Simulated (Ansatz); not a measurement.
Hf₂CuSb₃:
```xyz
6
Lattice="3.9012 0.0000 0.0000 0.0000 3.9012 0.0000 0.0000 0.0000 8.5564" Properties=species:S:1:pos:R:3 pbc="T T T"
Sb     1.9506     1.9506     0.0000
Cu     0.0000     0.0000     0.0000
Hf     0.0000     1.9506     6.3019
Hf     1.9506     0.0000     2.2545
Sb     0.0000     1.9506     3.2168
Sb     1.9506     0.0000     5.3396
```

Relaxed with r²SCAN.

Q: Give the Bader charges and basin volumes of the independent atoms, the program Ansatz at the r²SCAN level (PAW).

A: 

| atom | Bader charge (e) | Bader volume (Å³) |
|---|---|---|
| Sb1 | -0.73 | 26.1 |
| Cu2 | -0.29 | 16.2 |
| Hf3 | +1.50 | 15.2 |
| Sb5 | -0.99 | 28.7 |

Space group P-4m2. The workflow started from an entry of the Crystallography Open Database (COD). Its standing as an ambient phase is unchecked. The cell was relaxed with r²SCAN under the symmetry of its start; its stability against distortions is not shown here. The run is not spin-polarised. Scalar-relativistic: spin–orbit coupling is off unless named, which matters more the heavier the elements.

Potentials: the later of the program's two PAW sets.
